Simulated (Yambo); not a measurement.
Yambo run on a free-standing MoS2 monolayer (symmetry P-6m2, slab cell 16.1 Å high). The wavefunctions are LDA (pw.x of Quantum ESPRESSO, ONCV potentials, without SOC) ones on a 9×9×1 mesh (13 occupied bands); a = 3.120 Å, b = 3.120 Å, c = 16.100 Å, α = 90.00°, β = 90.00°, γ = 120.00°.

Yambo input:

```
rim_cut
gw0
dyson
el_el_corr
HF_and_locXC
ppa
em1d
rim_w
RandQpts= 1000000
RandGvec= 2 Ry
CUTGeo= "slab z"
EXXRLvcs= 80 Ry
VXCRLvcs= 320 Ry
Chimod= "HARTREE"
% BndsRnXp
 2 | 21 |
%
NGsBlkXp= 3 Ry
% LongDrXp
 1.0 | 1.0 | 0.0 |
%
RandGvecW= 1000 mRy
PPAPntXp= 27.2114 eV
% GbndRnge
 1 | 21 |
%
GTermKind= "BG"
DysSolver= "n"
ExtendOut
% QPkrange
 12 | 12 | 13 | 14 |
%
```

k points by index: 12 = K.

Resulting energies as the program prints them:

```
#    K-point    Band    Eo [eV]    E [eV]    E-Eo [eV]    Vxc [eV]    Vnlxc [eV]    Sc|Eo [eV]    Sc|E [eV]    dSc/dw|Eo [eV]    Re(Z)    Im(Z)
#
    12    13    0.000000    0.633531    0.633531    -16.36320    -16.87074    1.358378    1.141077    -9.335904    0.744537    -0.003373
    12    14    1.862515    3.367398    1.504882    -17.65154    -13.45421    -2.169420    -2.692445    -9.455048    0.742117    -0.003487
```
(The two width columns are left out.) Convergence of these settings isn't established.

Geometry relaxed with LDA.
